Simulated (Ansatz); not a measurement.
Consider the following.

ZrB2:
```
ZrB2
1.0
    3.15493     0.00000     0.00000
   -1.57747     2.73225     0.00000
    0.00000     0.00000     3.50653
Zr B
1 2
Cartesian
  0.00000   0.00000   0.00000
  0.00000   1.82150   1.75327
  1.57747   0.91075   1.75327
```

This is the PBEsol-relaxed structure. Tensor components refer to the Cartesian frame of this cell.

Question: All from PBEsol (plane waves, PAW; program Ansatz), unless another level is named. Estimate the highest zone-centre frequency.

Answer: 23.56 THz.

Question: And the Hill bulk and shear moduli?

Answer: 250 and 244 GPa.

Question: And the elastic constants (relaxed ions, GPa)?

Answer: C11 = 587, C12 = 56.1, C13 = 129, C33 = 454, C44 = 266.

Space group P6/mmm. The cell was relaxed with PBEsol under the symmetry of its start; of distortions, only those at the zone centre were tested. No spin polarisation was allowed. As this level gives no gap, shear constants depend on the k-mesh and smearing (Fermi–Dirac, 0.1 eV here). As this level gives no gap, phonon frequencies hold no LO–TO term and depend on the k-mesh and smearing (Fermi–Dirac, 0.1 eV here).

Potentials: the later of the program's two PAW sets.
